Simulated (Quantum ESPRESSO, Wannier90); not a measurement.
# Wannierisation of SnS₂ (CdI2 type)

```xyz
3
Lattice="3.6743 0.0000 0.0000 -1.8372 3.1820 0.0000 0.0000 0.0000 6.2288" Properties=species:S:1:pos:R:3 pbc="T T T"
Sn     0.0000     0.0000     0.0000
S      1.8372    -1.0607     1.4616
S     -1.8372     1.0607    -1.4616
```

Structure: Materials Project mp-1170, symmetrised, not relaxed again. COD (Crystallography Open Database) has an entry of this formula and space group (matched by these alone). Computed values, not measurements, from LDA: Quantum ESPRESSO (norm-conserving PseudoDojo potentials, cutoff 58 Ry, no spin polarisation, no spin-orbit coupling) on a Γ-centred 12×12×6 mesh, then Wannier90. Density: 12×12×6 mesh, cold smearing 0.01 Ry. The cell is built of weakly bound layers, chains or molecules, whose nearest atoms lie 3.93 Å apart. Database cells relaxed without dispersion often hold them too far apart, which can enlarge gaps and weakens couplings between them; spacing and stacking were not compared with the measured crystal. Spin-orbit coupling is left out although heavy elements are present.

A tight-binding model is made by disentanglement and projection with no localisation steps (num_iter = 0), so the 12 orbitals stay atom-like: hydrogen-like Sn: s;p; S: s;p, axes along x, y, z; frozen window up to 2.88 eV relative to the valence-band maximum. It follows pw.x to 0.3 meV rms for states up to 2.4 eV relative to the valence-band maximum. Matrix elements depend on this choice of orbitals and windows.

The 20 largest hoppings ⟨m,0|H|n,R⟩ between different sites (one of each Hermitian pair; signs follow the real orbitals' lobes; the list may end inside a set of equal values):

| m | n | R | distance of the centres (Å) | t (eV) |
|---|---|---|---|---|
| Sn1 py | S2 py | 0 1 0 | 2.65 | 1.651 |
| S3 py | Sn1 py | 0 1 0 | 2.65 | 1.651 |
| Sn1 pz | S2 py | 0 1 0 | 2.65 | 1.600 |
| S3 py | Sn1 pz | 0 1 0 | 2.65 | 1.600 |
| Sn1 py | S2 pz | 0 1 0 | 2.58 | 1.552 |
| S3 pz | Sn1 py | 0 1 0 | 2.58 | 1.552 |
| Sn1 s | S2 py | 0 1 0 | 2.65 | 1.542 |
| S3 py | Sn1 s | 0 1 0 | 2.65 | -1.542 |
| Sn1 py | S2 s | 0 1 0 | 2.57 | -1.483 |
| S3 s | Sn1 py | 0 1 0 | 2.57 | 1.483 |
| S2 px | Sn1 pz | 0 0 0 | 2.62 | 1.386 |
| S3 px | Sn1 pz | 0 0 0 | 2.62 | 1.386 |
| Sn1 pz | S3 px | 1 0 0 | 2.62 | -1.386 |
| S2 px | Sn1 pz | 1 0 0 | 2.62 | -1.386 |
| S2 pz | Sn1 px | 1 0 0 | 2.58 | -1.344 |
| Sn1 px | S3 pz | 1 0 0 | 2.58 | -1.344 |
| S3 pz | Sn1 px | 0 0 0 | 2.58 | 1.344 |
| S2 pz | Sn1 px | 0 0 0 | 2.58 | 1.344 |
| S2 px | Sn1 s | 0 0 0 | 2.62 | 1.336 |
| S3 px | Sn1 s | 0 0 0 | 2.62 | -1.336 |
